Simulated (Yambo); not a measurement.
Yambo run on CaCd3O4 (space group Cmmm, No. 65). The wavefunctions are norm-conserving PBEsol (Quantum ESPRESSO, 102 Ry, scalar-relativistic) ones on a 2×2×4 mesh (47 occupied bands); a = 5.790 Å, b = 5.790 Å, c = 3.370 Å, α = 90.00°, β = 90.00°, γ = 109.69°.

Yambo input:

```
rim_cut
gw0
dyson
el_el_corr
HF_and_locXC
cohsex
em1s
RandQpts= 1000000
RandGvec= 1 Ry
EXXRLvcs= 102 Ry
VXCRLvcs= 408 Ry
Chimod= "HARTREE"
% BndsRnXs
 13 | 181 |
%
NGsBlkXs= 7 Ry
% LongDrXs
 1.0 | 1.0 | 1.0 |
%
ExtendOut
% QPkrange
 1 | 1 | 47 | 48 |
%
```

k points by index: 1 = Γ.

Table of the .qp output:

```
#    K-point    Band    Eo [eV]    E [eV]    E-Eo [eV]    Vxc [eV]    Vnlxc [eV]    Sc|Eo [eV]    Re(Z)    Im(Z)
#
    1    47    0.000000    -1.929744    -1.929744    -21.69616    -26.49048    2.864573    1.000000    0.000000
    1    48    0.171800    -0.499742    -0.671542    -13.72052    -10.01566    -4.376400    1.000000    0.000000
```
(The two width columns are left out.) Convergence of these settings isn't established.

Spin-orbit coupling is not included.

Geometry of the Materials Project entry, not relaxed at this level.

The structure is a Materials Project entry; no match was found in the copy of COD used, and its stability was not checked.
